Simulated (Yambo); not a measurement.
Yambo run on MgS (rock salt, space group Fm-3m, No. 225). The wavefunctions are LDA (Quantum ESPRESSO, PseudoDojo norm-conserving, 84 Ry, no spin-orbit coupling) ones on a 6×6×6 mesh (8 occupied bands); a = b = c = 3.628 Å, α = β = γ = 60.00°.

Yambo input:

```
rim_cut
gw0
dyson
el_el_corr
HF_and_locXC
ppa
em1d
RandQpts= 1000000
RandGvec= 1 Ry
EXXRLvcs= 84 Ry
VXCRLvcs= 336 Ry
Chimod= "HARTREE"
% BndsRnXp
 5 | 80 |
%
NGsBlkXp= 10 Ry
% LongDrXp
 1.0 | 1.0 | 1.0 |
%
PPAPntXp= 27.2114 eV
% GbndRnge
 1 | 80 |
%
GTermKind= "none"
DysSolver= "n"
ExtendOut
% QPkrange
 1 | 1 | 8 | 9 |
 13 | 13 | 9 | 9 |
%
```

k points by index: 1 = Γ, 13 = X.

Resulting energies as the program prints them:

```
#    K-point    Band    Eo [eV]    E [eV]    E-Eo [eV]    Vxc [eV]    Vnlxc [eV]    Sc|Eo [eV]    Sc|E [eV]    dSc/dw|Eo [eV]    Re(Z)    Im(Z)
#
    1    8    0.000000    -1.020798    -1.020798    -13.37472    -16.36393    1.688623    1.968416    -7.457710    0.784886    -0.001371
    1    9    3.812391    4.590252    0.777860    -11.55281    -6.741058    -3.852312    -4.033891    -6.351051    0.810767    -0.001299
    13    9    2.648599    3.595179    0.946580    -11.06056    -6.499913    -3.404566    -3.614066    -6.021777    0.818800    -0.001287
```
(The two width columns are left out.) Convergence of these settings isn't established.

Geometry relaxed with LDA.
